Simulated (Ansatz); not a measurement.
One crystal and one scan (frozen-phonon scan) at two levels, r2SCAN (plane waves to 500 eV, PAW, scalar-relativistic; Ansatz, a first-principles code) and PBE (plane waves to 420 eV, PAW, scalar-relativistic; Ansatz), each from its own relaxed cell and on its own mesh. The cell shown is that of r2SCAN.

ZnO (wurtzite)

```
ZnO
1.0
    6.47037     0.00000     0.00000
   -1.61759     2.80175     0.00000
    0.00000     0.00000     5.21141
Zn O
4 4
Direct
  0.33333   0.33333   0.00241
  0.83333   0.33333   0.00241
  0.16667   0.66667   0.50241
  0.66667   0.66667   0.50241
  0.33333   0.33333   0.62279
  0.83333   0.33333   0.62279
  0.16667   0.66667   0.12279
  0.66667   0.66667   0.12279
```

A phonon eigenvector at M = (0.5, 0.0, 0.0) is frozen into this cell: atom i moves by Q times the vector below, so Q is the largest atomic displacement, in Å. The cell is held. (q is in reciprocal vectors of the primitive cell; the cell shown is doubled to hold the pattern.)

| atom | x | y | z |
|---|---|---|---|
| Zn1 | -0.074 | -0.043 | 0.151 |
| Zn2 | 0.074 | 0.043 | -0.151 |
| Zn3 | 0.074 | 0.043 | 0.151 |
| Zn4 | -0.074 | -0.043 | -0.151 |
| O5 | -0.098 | -0.056 | -0.994 |
| O6 | 0.098 | 0.056 | 0.994 |
| O7 | 0.098 | 0.056 | -0.994 |
| O8 | -0.098 | -0.056 | 0.994 |

ZnO was relaxed with its symmetry unable to fall. Percentages come from the unrounded values.

Results of r2SCAN:

- Lattice constant a (Å): 3.235
- Lattice constant c (Å): 5.211
- Relaxed volume (Å³/atom): 11.81
- Harmonic wavenumber from the curvature (finite differences) (cm⁻¹ (negative: imaginary)): 435
- Shape of the curve: a single well with its minimum at or next to zero displacement

Task: What does PBE give for the same quantities?

Result: 
```
quantity                                                                                    PBE     r2SCAN − PBE
----------------------------------------------------------------------------------------  -----  ---------------
Lattice constant a (Å)                                                                    3.280  -0.045 (-1.4 %)
Lattice constant c (Å)                                                                    5.293  -0.082 (-1.5 %)
Relaxed volume (Å³/atom)                                                                  12.33   -0.52 (-4.2 %)
Harmonic wavenumber from the curvature (finite differences) (cm⁻¹ (negative: imaginary))    403     +32 (+8.2 %)
```

r2SCAN gives the higher value for: harmonic wavenumber from the curvature. r2SCAN gives the lower value for: lattice constant a; lattice constant c; relaxed volume. Both give the same shape of the curve: a single well with its minimum at or next to zero displacement.

(For displaced atoms, the force is minus the slope of the energy, and its curvature is a force constant, which sets phonon frequencies.)
